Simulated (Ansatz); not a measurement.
BN:
```yaml
crystal:
  lattice:
    - [0.00000, 1.74132, 1.74132]
    - [1.74132, 0.00000, 1.74132]
    - [1.74132, 1.74132, 0.00000]
  atoms:
    - { symbol: N, position: [0.00000, 0.00000, 0.00000] }
    - { symbol: B, position: [0.50000, 0.50000, 0.50000] }
```

Relaxed with PBEsol.

**Question.** Which orbitals make up the states near the band edges in the program Ansatz at the PBEsol level (PAW)?

**Answer.** Top 1 eV of the valence band: N 2p 90 %, B 2p 7 %. Bottom 1 eV of the conduction band: B 2s 74 %, N 2s 13 %, B 2p 10 %. Projections are on Löwdin-orthogonalised atomic valence shells; empty p or d shells of many metals are not among them.

**Question.** Tabulate the density of states.

**Answer.** States/eV per cell of 2 atoms, in 0.25 eV bins, energy from the valence-band maximum.

| E (eV) | total | N 2p | B 2p | B 2s |
|---|---|---|---|---|
| -7.87 | 0.43 | 0.25 | 0.10 | 0.04 |
| -7.62 | 0.43 | 0.25 | 0.10 | 0.03 |
| -7.37 | 0.43 | 0.25 | 0.10 | 0.03 |
| -7.12 | 0.43 | 0.25 | 0.10 | 0.03 |
| -6.87 | 0.46 | 0.27 | 0.11 | 0.04 |
| -6.62 | 0.50 | 0.30 | 0.11 | 0.05 |
| -6.37 | 0.53 | 0.32 | 0.12 | 0.05 |
| -6.12 | 0.57 | 0.35 | 0.13 | 0.05 |
| -5.87 | 0.65 | 0.40 | 0.16 | 0.05 |
| -5.62 | 0.71 | 0.44 | 0.18 | 0.05 |
| -5.37 | 0.69 | 0.44 | 0.17 | 0.05 |
| -5.12 | 0.67 | 0.43 | 0.17 | 0.04 |
| -4.87 | 0.66 | 0.43 | 0.16 | 0.04 |
| -4.62 | 0.64 | 0.42 | 0.16 | 0.03 |
| -4.37 | 0.63 | 0.42 | 0.15 | 0.03 |
| -4.12 | 0.62 | 0.42 | 0.15 | 0.03 |
| -3.87 | 0.60 | 0.41 | 0.14 | 0.02 |
| -3.62 | 0.59 | 0.41 | 0.13 | 0.02 |
| -3.37 | 0.58 | 0.41 | 0.12 | 0.02 |
| -3.12 | 0.56 | 0.40 | 0.12 | 0.02 |
| -2.87 | 0.55 | 0.40 | 0.11 | 0.01 |
| -2.62 | 0.54 | 0.40 | 0.10 | 0.01 |
| -2.37 | 0.52 | 0.40 | 0.09 | 0.01 |
| -2.12 | 0.51 | 0.40 | 0.08 | 0.01 |
| -1.87 | 0.50 | 0.40 | 0.07 | 0.01 |
| -1.62 | 0.49 | 0.40 | 0.06 | 0.01 |
| -1.37 | 0.47 | 0.39 | 0.05 | 0.00 |
| -1.12 | 0.45 | 0.39 | 0.04 | 0.00 |
| -0.87 | 0.58 | 0.51 | 0.05 | 0.00 |
| -0.62 | 0.53 | 0.48 | 0.04 | 0.00 |
| -0.37 | 0.28 | 0.26 | 0.01 | 0.00 |
| -0.12 | 0.09 | 0.08 | 0.00 | 0.00 |
| 0.13 | 0.00 | 0.00 | 0.00 | 0.00 |
| 0.38 | 0.00 | 0.00 | 0.00 | 0.00 |
| 0.63 | 0.00 | 0.00 | 0.00 | 0.00 |
| 0.88 | 0.00 | 0.00 | 0.00 | 0.00 |
| 1.13 | 0.00 | 0.00 | 0.00 | 0.00 |
| 1.38 | 0.02 | 0.00 | 0.00 | 0.02 |
| 1.63 | 0.06 | 0.00 | 0.00 | 0.05 |
| 1.88 | 0.09 | 0.00 | 0.01 | 0.07 |
| 2.13 | 0.11 | 0.00 | 0.01 | 0.08 |
| 2.38 | 0.14 | 0.01 | 0.02 | 0.09 |
| 2.63 | 0.17 | 0.01 | 0.03 | 0.11 |
| 2.88 | 0.20 | 0.01 | 0.04 | 0.12 |
| 3.13 | 0.23 | 0.01 | 0.06 | 0.13 |
| 3.38 | 0.26 | 0.02 | 0.08 | 0.14 |
| 3.63 | 0.30 | 0.02 | 0.10 | 0.15 |
| 3.88 | 0.34 | 0.02 | 0.12 | 0.16 |
| 4.13 | 0.38 | 0.03 | 0.15 | 0.16 |
| 4.38 | 0.43 | 0.03 | 0.19 | 0.17 |
| 4.63 | 0.49 | 0.04 | 0.24 | 0.17 |
| 4.88 | 0.56 | 0.04 | 0.30 | 0.17 |
| 5.13 | 0.72 | 0.05 | 0.45 | 0.17 |
| 5.38 | 0.80 | 0.07 | 0.50 | 0.17 |
| 5.63 | 0.78 | 0.08 | 0.47 | 0.17 |
| 5.88 | 0.73 | 0.09 | 0.44 | 0.16 |
| 6.13 | 0.49 | 0.06 | 0.30 | 0.10 |

Space group Fm-3m (rock salt). The start of the workflow was typed in or built on a structure type; neither database checked (COD, Materials Project) lists it. It is not the phase usual at ambient conditions (space group No. 186, 194, 216). The cell was relaxed with PBEsol under the symmetry of its start. At this level the phase is dynamically unstable (imaginary phonons). Its formation energy is positive at this level, so the cell may be metastable or incomplete.

Potentials: the later of the program's two PAW sets.
